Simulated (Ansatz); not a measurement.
GaN (wurtzite)

```xyz
4
Lattice="3.1831 0.0000 0.0000 -1.5916 2.7567 0.0000 0.0000 0.0000 5.1836" Properties=species:S:1:pos:R:3 pbc="T T T"
Ga     1.5916     0.9189     0.0051
Ga     0.0000     1.8378     2.5969
N      1.5916     0.9189     3.2357
N      0.0000     1.8378     0.6439
```

In this cell atom 3 (N, nearest neighbour Ga at 1.946 Å; its periodic images, 3.2 Å or more away, move with it) is moved by u·(0.707, 0.707, 0.000) + v·(0.000, 0.000, 1.000); the rest is frozen.

Computed with r2SCAN (plane waves to 500 eV, PAW, scalar-relativistic; Ansatz, a quantum-chemistry and plane-wave program). k mesh 10×10×5 (Γ-centred), Fermi-Dirac smearing 0.05 eV. Points where atoms come too close for the PAW data are left out (x in tables, blank in figures). Fu and Fv are the components of the force on the atom. GaN was relaxed with its symmetry unable to fall. 

Task: Estimate the Fu (eV/Å) for all points of the grid u = -0.640, -0.320, 0.000, 0.320, 0.640 by v = -0.640, -0.320, 0.000, 0.320, 0.640.

Result: Fu (eV/Å), with u across and v down:

```
v \ u   -0.640  -0.320  0.000   0.320  0.640
------  ------  ------  -----  ------  -----
-0.640   10.07    6.15   0.00  -14.55      x
-0.320    8.63    5.30   0.00  -12.16      x
0.000     5.31    3.26   0.00   -7.17      x
0.320     1.18    0.26   0.00   -1.85  -8.82
0.640    -8.11       x      x       x   5.94
```

(For displaced atoms, the force is minus the slope of the energy, and its curvature is a force constant, which sets phonon frequencies.)
